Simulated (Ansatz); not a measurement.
Ru (hcp, Mg type)

Space group P6₃/mmc (No. 194); a = 2.7222 Å, b = 2.7222 Å, c = 4.2908 Å, α = 90.00°, β = 90.00°, γ = 120.00°

```csv
atom,site,symmetry,x,y,z
Ru,2d,-6m2,0.6667,0.3333,0.2500
```

E(V) scan at fixed shape, V₀ the volume above. Symmetry pins the atoms to their sites.

These are PBE (plane waves to 420 eV, PAW, scalar-relativistic; Ansatz, a first-principles code) values and carry that method's errors. k mesh 21×21×12 (Γ-centred), Fermi-Dirac smearing 0.05 eV. The energy includes the smearing's −TS. Compression counts positive. Ru is run without spin polarisation. Ru was relaxed with its symmetry unable to fall. The zero of ΔE is the relaxed starting cell.

| V/V₀ | ΔE (meV/atom) | P (GPa) |
|---|---|---|
| 0.900 | … | 42.4 |
| 0.917 | 110 | 33.5 |
| 0.933 | 68 | 25.5 |
| 0.950 | … | … |
| 0.967 | 16 | … |
| 0.983 | 4 | 5.5 |
| 1.000 | 0 | 0.0 |
| 1.017 | 4 | -5.0 |
| 1.033 | 14 | -9.4 |
| 1.050 | 30 | -13.5 |
| 1.067 | 53 | -17.2 |
| 1.083 | 80 | -20.5 |
| 1.100 | 111 | -23.5 |

### Question
Some entries are withheld; supply them.

### Answer

- 0.900, ΔE (meV/atom): 165
- 0.950, ΔE (meV/atom): 37
- 0.950, P (GPa): 18.1
- 0.967, P (GPa): 11.5

(Under strain, the slope of the energy per volume gives the stress and its curvature an elastic modulus.)
